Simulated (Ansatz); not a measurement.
PbO:
```
PbO
1.0
    4.03435     0.00000     0.00000
    0.00000     4.03435     0.00000
    0.00000     0.00000     4.99524
Pb O
2 2
Direct
  0.50000   0.00000   0.23767
  0.00000   0.50000   0.76233
  0.00000   0.00000   0.00000
  0.50000   0.50000   0.00000
```

Plane-wave PAW PBE+D3(BJ) (Ansatz code) gives a gap of 1.27 eV without spin–orbit coupling, maximum off the standard path, at k = (-0.094, -0.078, 0.000), minimum at M.

What happens when spin–orbit coupling is switched on?

The gap drops by 0.04 eV, to 1.23 eV; maximum on the M–Γ line, 84 % of the way from M, minimum on the M–Γ line, 2 % of the way from M.

Space group P4/nmm. The PBE+D3(BJ) relaxation kept the symmetry of its start; phonons on a q-mesh show no instability.

Potentials: the later of the program's two PAW sets.
